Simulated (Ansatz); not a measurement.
## Calculated 41K nuclear quadrupole resonance for K₃LuV₂O₈

Cell: a measured structure from the Crystallography Open Database (COD), its atoms then relaxed with PBE in this cell.

Space group P-3m1 (No. 164); a = 5.8550, c = 7.5780 Å, γ = 120.00°.

```
site  Wyckoff  site symmetry       x       y       z
  K1       1a           -3m.  0.0000  0.0000  0.0000
  K2       2d            3m.  0.6667  0.3333  0.6861
  Lu       1b           -3m.  0.0000  0.0000  0.5000
   V       2d            3m.  0.6667  0.3333  0.2422
  O7       2d            3m.  0.6667  0.3333  0.0237
  O9       6i            .m.  0.3454  0.1727  0.3237
```

One atom of each set is listed.

The numbers come from a DFT calculation in Ansatz (PBE, plane waves and PAW, scalar-relativistic, 420 eV cutoff, Γ-centred 5×5×3 k-points, Fermi–Dirac smearing 0.02 eV).

41K: I = 3/2, Q = 73.40 mb (year-2017 value). Static lattice, zero field.

Problem. At which frequencies do the 41K NQR lines lie?

Solution. For I = 3/2 there is one line, ν = (|C_Q|/2)(1 + η²/3)^½.

```tsv
site	atoms	V_zz (10²¹ V/m²)	C_Q (MHz)	η	line frequencies (MHz)
K1	1	-1.42	-2.52	0.00	1.26
K2	2	-0.39	-0.690	0.00	0.345
```

Problem. And for ³⁹K (I = 3/2, Q = 60.30 mb) on K1?

Solution. C_Q scales with Q to -2.07 MHz, with lines at 1.03 MHz.

An axis of threefold or higher order runs through K1 and K2, so V_zz lies along it and η is zero.

The relaxation (5 steps) took 63 s of wall time (63 s of CPU time) and 0.66 GiB at its peak, on 1 thread of Arm Neoverse V2 (aarch64; 28 cores open to the job, memory cap 3.0 GiB, no GPU), a shared host with a load of 0.2 a core.
